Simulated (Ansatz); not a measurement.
Field gradients of MgMn2Si4O12 from run to run

Cell of run 1: a computed structure from the Materials Project (it need not be an observed phase), taken as it stands.

```
Mg Mn Si O
1.0
     5.44620    0.00000    0.00000
     1.51614    6.28341    0.00000
     1.51335    0.38829    6.27589
Mg Mn Si O
1 2 4 12
Direct
  0.24277 0.69867 0.26864
  0.24286 0.07336 0.89428
  0.74275 0.88818 0.07945
  0.21654 0.18771 0.38126
  0.27114 0.58643 0.77995
  0.72335 0.36155 0.20370
  0.76425 0.76391 0.60608
  0.42207 0.35050 0.33737
  0.06731 0.63195 0.61546
  0.55024 0.61573 0.62985
  0.93932 0.34023 0.34950
  0.20566 0.06680 0.61208
  0.27983 0.35549 0.90053
  0.83642 0.85259 0.35701
  0.64869 0.61059 0.11535
  0.82437 0.17188 0.03824
  0.66180 0.92971 0.79569
  0.31737 0.00688 0.19986
  0.16826 0.76825 0.96072
```

Atom numbers follow the list; atoms alike are taken as one site, whose name carries the number of the first.

All runs are DFT with Ansatz 0.2.0 (plane waves and PAW, scalar-relativistic unless spin–orbit coupling is named, Γ-centred meshes, Fermi–Dirac smearing where given) in this cell. Start moments of run 1 as typed (μB): 4 on each Mn, none on the rest. Antiparallel start moments (μB): 0 -4 4 0 0 0 0 0 0 0 0 0 0 0 0 0 0 0 0 by atom.

Run 1: PBE, parallel start moments, atoms as given; 420 eV, 4×4×4 k-points, smearing 0.02 eV.
Run 2: r2SCAN, parallel start moments, atoms as given; 500 eV, 4×4×4 k-points, smearing 0.02 eV.
Run 3: PBE, antiparallel start moments, atoms as given; 420 eV, 4×4×4 k-points, smearing 0.02 eV.
Run 4: PBE+U, antiparallel start moments, atoms as given; 420 eV, 4×4×4 k-points, smearing 0.02 eV (U = 3.9 eV on Mn d).

```tsv
run	Mn3 V_zz (η)	O16 V_zz (η)	O17 V_zz (η)	absolute moment (μB)
1	-3.71 (0.02)	-7.15 (0.96)	-7.22 (0.95)	8.1
2	?	?	?	?
3	-3.71 (0.02)	-7.15 (0.96)	-7.22 (0.95)	8.1
4	-3.10 (0.01)	7.53 (0.97)	7.55 (0.99)	8.5
```

V_zz in 10²¹ V/m²; 3 of the 19 sets of like atoms are followed.

Problem. Estimate the row of run 2.

Solution. Mn3: -3.96 (0.00); O16: 7.23 (0.99); O17: -7.28 (0.99); absolute moment (μB): 8.3. It lies nearest to run 3, from whose tensors on these sites it differs by 0.35 at most (largest principal value of the difference, on O16). Taken one at a time, the Hubbard term moves the tensors on these sites by up to 0.69 (largest principal value of the change, on O16), the functional (r2SCAN with its higher cutoff) by 0.35 (O16), the magnetic start by 0.00. On some sites the largest principal value moves to another axis from run to run, and the sign of V_zz can flip with it. On O16 and O17 η is near 1, so the change of sign is little more than a relabelling of axes.

The magnetic order is the one that the run reached from its start moments, not necessarily the measured one. In runs 1, 2 the program didn't check the stability of the electronic state in full, so a lower one may lie near. In runs 1, 3 the gap is small for the k-mesh or the smearing, and small gradients can still move by 0.1 × 10²¹ V/m² or more. In runs 1, 2, 3 the atoms aren't at the calculated equilibrium (largest force 0.60, 0.42, 0.60 eV/Å). The cell isn't the equilibrium one in run 2 (calculated pressure -7 GPa), and the entry's cell may itself be off. Runs 1, 2: The moments were started parallel, and the run ended with some of them reversed.
